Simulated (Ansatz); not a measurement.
Cs2TlAsI6:
```
CELL_PARAMETERS angstrom
      0.00000     6.02698     6.02698
      6.02698     0.00000     6.02698
      6.02698     6.02698     0.00000
ATOMIC_POSITIONS crystal
  Cs 0.75000 0.75000 0.75000
  Cs 0.25000 0.25000 0.25000
  Tl 0.50000 0.50000 0.50000
  As 0.00000 0.00000 0.00000
  I  0.76460 0.23540 0.23540
  I  0.23540 0.76460 0.76460
  I  0.23540 0.76460 0.23540
  I  0.76460 0.23540 0.76460
  I  0.23540 0.23540 0.76460
  I  0.76460 0.76460 0.23540
```

Relaxed with PBEsol.

### Question
Give the Bader charges and basin volumes of the independent atoms, DFT-PBEsol in the program Ansatz with PAW potentials.

### Answer


```tsv
atom	Bader charge (e)	Bader volume (Å³)
Cs1	+0.85	44.4
Tl3	+0.49	28.2
As4	+0.57	18.2
I5	-0.46	50.2
```

Space group Fm-3m. The first step of the workflow began from a Materials Project structure, measured or hypothetical; the Crystallography Open Database copy checked does not list it. Whether it is the stable phase at ambient conditions was not checked. Symmetry was held in the PBEsol relaxation; whether a distortion lowers the energy is not shown. Spin–orbit coupling is left out wherever it is not named.

Potentials: the later of the program's two PAW sets.
